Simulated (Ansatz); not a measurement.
A geometry of S away from equilibrium: step 3 of the relaxation of a relaxed S cell, doubled along one cell vector, shaken by Gaussian noise of σ = 0.08 Å a coordinate. The numbers are results of r2SCAN (plane waves to 500 eV, PAW, scalar-relativistic; Ansatz, a program for electronic structure), not measurements. Γ-centred k-mesh 3×5×7 on the run's cell (coarser than for final values), Fermi–Dirac smearing 0.05 eV.

```xyz
8
Lattice="11.7711 0.0366 0.0127 -2.9269 5.0240 -0.0034 0.0039 -0.0002 3.5823" Properties=species:S:1:pos:R:3:forces:R:3 pbc="T T T" free_energy=-7239.676 pressure_GPa=-0.2
S      4.1002     2.3872     0.1227   -0.6457   -0.5637    0.0462
S      9.9356     2.4531    -0.0245    0.4081    0.7986    0.1667
S      1.8370     2.4218    -0.0786    0.6086   -0.1802   -0.0506
S      7.7916     2.1951     0.1004   -0.2662   -0.0898    0.0619
S      2.9484     0.5991    -0.1282   -0.1928    1.1050   -0.0318
S      8.8839     0.3753    -0.1210    0.1666   -1.0714   -0.2963
S     -0.1274     2.9607     1.7089   -0.1113   -0.8114   -0.0206
S      6.0009     3.5434     1.8138    0.0327    0.8129    0.1243
```

Positions in Å, forces in eV/Å, free energy of the cell in eV (comparable only within this code, potentials and settings). Largest force: 1.12 eV/Å, on S5, S6 (atoms numbered as listed); the geometry lies 0.80 eV/atom above the end of its relaxation.

No spin polarisation in the result. No dispersion correction is included, so spacings between layers, chains or molecules are soft and tend to come out too large.

The end of the path is a generated cell of S: the first start was made by a random draw of sites in a space group, and the end was not matched to a known phase here, so it may be hypothetical.
